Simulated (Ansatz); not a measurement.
Input and command of a calculation in Ansatz (plane waves; scalar-relativistic PAW potentials unless the input names others):

```yaml
crystal:
  lattice:
    - [4.963320276, 0.0, 0.0]
    - [0.0, 4.963320276, 0.0]
    - [0.0, 0.0, 16.054984949]
  atoms:
    - { symbol: Rb, position: [0.0, 0.0, 0.0] }
    - { symbol: Rb, position: [0.5, 0.5, 0.0] }
    - { symbol: Rb, position: [0.0, 0.5, 0.2779450839] }
    - { symbol: Rb, position: [0.5, 0.0, 0.7220549161] }
    - { symbol: "Y", position: [0.0, 0.5, 0.5253812749] }
    - { symbol: "Y", position: [0.5, 0.0, 0.4746187251] }
kpoints:
  mp_grid: { grid: [8, 8, 4] }
hamiltonian:
  xc: r2scan
scf:
  occupations: { method: cold, width: 0.05 }
output:
  forces: true
  eigenvalues: true
  stress: true
```

```bash
ansatz run input.yaml --threads 1 --pin off --max-ram 2560MiB --backend cpu --events-out ev --progress --plain --runs-dir out
```

Abridged log:
```
Basis set: ecut = 500 eV, 9999 PW (Γ), exchange–correlation on 160×160×480 points (64 copies of the dense FFT grid, shifted against one another)
Bands: 35, of which v1, the nominal top of the filled ones, is band 29 counted from 1 (28 counted from 0)
Symmetry: 16 space group operations
k-points: 45 of 256
SCF iter   1: F=—  HF=-20827.676358 eV  |F-HF|=—  |Δ(HF+E_count)|=         —  Δρ=8.44e-3  dr2=8.80e0  dr2_τ=2.50e-2  ethr=1.77e-3  ⟨swp⟩=11.0  Hψ=7673  notcnv=0
SCF iter   2: F=—  HF=-20827.423396 eV  |F-HF|=—  |Δ(HF+E_count)|=   2.53e-1  S|Δr|=    0.00e0  Δρ=3.13e-3  dr2=5.38e-1  dr2_τ=1.41e-2  ethr=1.77e-3  ⟨swp⟩=2.4  Hψ=2174  notcnv=0  defer=36
SCF iter   3: F=—  HF=-20827.482274 eV  |F-HF|=—  |Δ(HF+E_count)|=   5.89e-2  S|Δr|=    0.00e0  Δρ=1.56e-3  dr2=3.11e-2  dr2_τ=2.19e-4  ethr=9.28e-4  ⟨swp⟩=2.1  Hψ=1757  notcnv=0  defer=36
SCF iter   4: F=—  HF=-20827.491033 eV  |F-HF|=—  |Δ(HF+E_count)|=   8.76e-3  S|Δr|=    0.00e0  Δρ=5.52e-4  dr2=1.47e-2  dr2_τ=3.87e-5  ethr=5.37e-5  ⟨swp⟩=2.2  Hψ=2012  notcnv=0  defer=36
SCF iter   5: F=—  HF=-20827.491997 eV  |F-HF|=—  |Δ(HF+E_count)|=   9.63e-4  S|Δr|=    0.00e0  Δρ=3.11e-4  dr2=3.61e-3  dr2_τ=1.56e-5  ethr=2.53e-5  ⟨swp⟩=1.4  Hψ=1565  notcnv=0  defer=36
SCF iter   6: F=—  HF=-20827.492287 eV  |F-HF|=—  |Δ(HF+E_count)|=   2.91e-4  S|Δr|=    0.00e0  Δρ=1.01e-4  dr2=7.63e-4  dr2_τ=2.17e-6  ethr=6.22e-6  ⟨swp⟩=1.8  Hψ=1634  notcnv=0  defer=36
SCF iter   7: F=—  HF=-20827.492352 eV  |F-HF|=—  |Δ(HF+E_count)|=   6.46e-5  S|Δr|=    0.00e0  Δρ=6.26e-5  dr2=3.72e-4  dr2_τ=2.07e-7  ethr=1.32e-6  ⟨swp⟩=1.6  Hψ=1598  notcnv=0  defer=36
SCF iter   8: F=—  HF=-20827.492367 eV  |F-HF|=—  |Δ(HF+E_count)|=   1.51e-5  S|Δr|=    0.00e0  Δρ=3.48e-5  dr2=9.68e-5  dr2_τ=8.22e-8  ethr=6.41e-7  ⟨swp⟩=1.8  Hψ=1619  notcnv=0  defer=36
SCF iter   9: F=—  HF=-20827.492221 eV  |F-HF|=—  |Δ(HF+E_count)|=   1.46e-4  S|Δr|=    0.00e0  Δρ=1.69e-5  dr2=2.12e-5  dr2_τ=3.47e-8  ethr=1.67e-7  ⟨swp⟩=1.9  Hψ=1685  notcnv=0  defer=34
SCF iter  10: F=—  HF=-20827.492222 eV  |F-HF|=—  |Δ(HF+E_count)|=   3.91e-7  S|Δr|=    0.00e0  Δρ=4.35e-6  dr2=8.04e-7  dr2_τ=7.53e-9  ethr=3.66e-8  ⟨swp⟩=2.0  Hψ=1697  notcnv=0  defer=34
SCF iter  11: F=—  HF=-20827.492222 eV  |F-HF|=—  |Δ(HF+E_count)|=   1.75e-7  S|Δr|=    0.00e0  Δρ=1.93e-6  dr2=1.97e-7  dr2_τ=1.60e-9  ethr=1.39e-9  ⟨swp⟩=2.1  Hψ=1765  notcnv=0  defer=34
SCF iter  12: F=-20827.492222 eV  HF=-20827.492222 eV  |F-HF|=2.48e-9  |Δ(HF+E_count)|=   2.31e-8  S|Δr|=    0.00e0  Δρ=6.69e-7  dr2=8.93e-9  dr2_τ=1.03e-10  ethr=1.72e-10  ⟨swp⟩=12.8  Hψ=7328  notcnv=0
SCF 1 converged in 12 iterations: F = -20827.492222 eV  dr2 = 8.93e-9
SCF converged after 12 iterations
Stability not checked: this state was not tested for a lower state beside it, because cold or Methfessel-Paxton smearing, or corrected tetrahedra, fill the levels in a way that the test cannot read (fill_not_monotonic; see scf.lower_state_search)
Free energy (F): -20827.492222 eV
Harris-Foulkes:  -20827.492222 eV  (|F-HF|=2.48e-9)
Internal energy: -20827.495773 eV  (E = F + TS)
E sigma→0 (E₀):  -20827.493406 eV
Entropy (-TS):   0.003551 eV (0.592 meV/atom)
Fermi energy:    3.531953 eV
Step filling:    the computed levels leave a gap of 0.0009 eV = 0.0 smearing widths at the electron count; against every level under it full and every level over it empty, smearing changes F+E_penalty+E_count by +0.864 meV and its σ→0 estimate by -0.320 meV
--- Forces (eV/Å), atoms counted from 1 ---
  atom   1  Rb     0.00000000     0.00000000     0.00000000
  atom   2  Rb     0.00000000     0.00000000     0.00000000
  atom   3  Rb     0.00000000     0.00000000    -0.01010804
  atom   4  Rb     0.00000000     0.00000000     0.01010804
  atom   5  Y      0.00000000     0.00000000     0.00614743
  atom   6  Y      0.00000000     0.00000000    -0.00614743
--- Stress (GPa, compression-positive) ---
       -0.110778       0.000000       0.000000
        0.000000      -0.110778       0.000000
        0.000000       0.000000       0.156783
  P = ⅓ Tr σ = -0.0216 GPa (-0.216 kbar)
```

Apart from outputs, empty bands and the relaxation, which only the reference makes, the input differs from a reference run on usual settings in scf.occupations.method: "gaussian" → "cold"; scf.occupations.width: 0.1 → 0.05; hamiltonian.xc: "pbe" → "r2scan"; basis.ecutwfc: 420 → not typed. The reference, at the same geometry, ended its own course with pressure 0.01 GPa, largest force 0.004 eV/Å, no gap on the mesh. This run converged in 12 SCF iterations with a total energy on another zero, pressure -0.02 GPa, largest force 0.010 eV/Å, no gap on the mesh.

Time: 100 s on 1 thread of Arm Neoverse V1 (shared host), peak memory 1.6 GiB.